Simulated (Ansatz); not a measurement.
Relaxed BaTiO3 (tetragonal-perovskite type, space group P4mm):

```xyz
5
Lattice="3.9851 0.0000 0.0000 0.0000 3.9851 0.0000 0.0000 0.0000 4.2043" Properties=species:S:1:pos:R:3 pbc="T T T"
Ti     1.9926     1.9926     1.9250
Ba     0.0000     0.0000     3.9548
O      1.9926     1.9926     3.7365
O      1.9926     0.0000     1.7211
O      0.0000     1.9926     1.7211
```

In each cell atom 3 (O, nearest neighbour Ti at 1.811 Å; its periodic images, 4.0 Å or more away, move with it) moves by s·(0.577, 0.577, 0.577) (along Cartesian [111]), the rest being held.

Computed with PBE (plane waves to 420 eV, PAW, scalar-relativistic; Ansatz, an electronic-structure program). k mesh 7×7×6 (Γ-centred), Fermi-Dirac smearing 0.05 eV. Left out: 2 of 11 points, with atoms too close for the PAW data. F∥ is the force on the atom along that direction. BaTiO3 is run without spin polarisation. BaTiO3 was relaxed with its symmetry unable to fall. The PAW data are Ansatz's earlier set. 

| s (Å) | F∥ (eV/Å) |
|---|---|
| -0.216 | 2.194 |
| -0.144 | 1.405 |
| -0.072 | 0.670 |
| 0.000 | -0.001 |
| 0.072 | -0.602 |
| 0.144 | -1.136 |
| 0.216 | -1.611 |
| 0.288 | -2.039 |
| 0.360 | -2.440 |

Task: What is the force constant k = d²E/ds² of this move at s = 0?

Result: 8.84 eV/Å². The forces along the line at the two nearest points give (0.670 − (-0.602)) / (2·0.072) = 8.83 eV/Å²; the next pair corrects for the finite step.

(For displaced atoms, the force is minus the slope of the energy, and its curvature is a force constant, which sets phonon frequencies.)
